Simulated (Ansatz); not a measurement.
Here is the system:

NaCl:
```xyz
2
Lattice="0.0000 2.8039 2.8039 2.8039 0.0000 2.8039 2.8039 2.8039 0.0000" Properties=species:S:1:pos:R:3 pbc="T T T"
Cl     0.0000     0.0000     0.0000
Na     2.8039     2.8039     2.8039
```

This is the r²SCAN-relaxed structure.

Question: All from the program Ansatz at the r²SCAN level (PAW), unless another level is named. Give the hole effective mass, band 3 of 3 at the edge.

Answer: 0.65 along [100], 0.56 along [110], 0.54 along [111] (mₑ).

Question: And the hole effective mass, band 2 of 3 at the edge?

Answer: 2.7 along [100], 2.7 along [110], 4.9 along [111] (mₑ).

Question: What about the weight of the conduction-edge state by species (Voronoi cells)?

Answer: Na 57 %, Cl 43 %.

Question: What about the weight of the valence-edge state by species (Voronoi cells)?

Answer: Cl 95 %, Na 5 %.

Space group Fm-3m (rock salt). The cell was relaxed with r²SCAN under the symmetry of its start.

Potentials: the later of the program's two PAW sets.

Edges and masses are those of Kohn–Sham bands, whose gap is no quasiparticle gap.
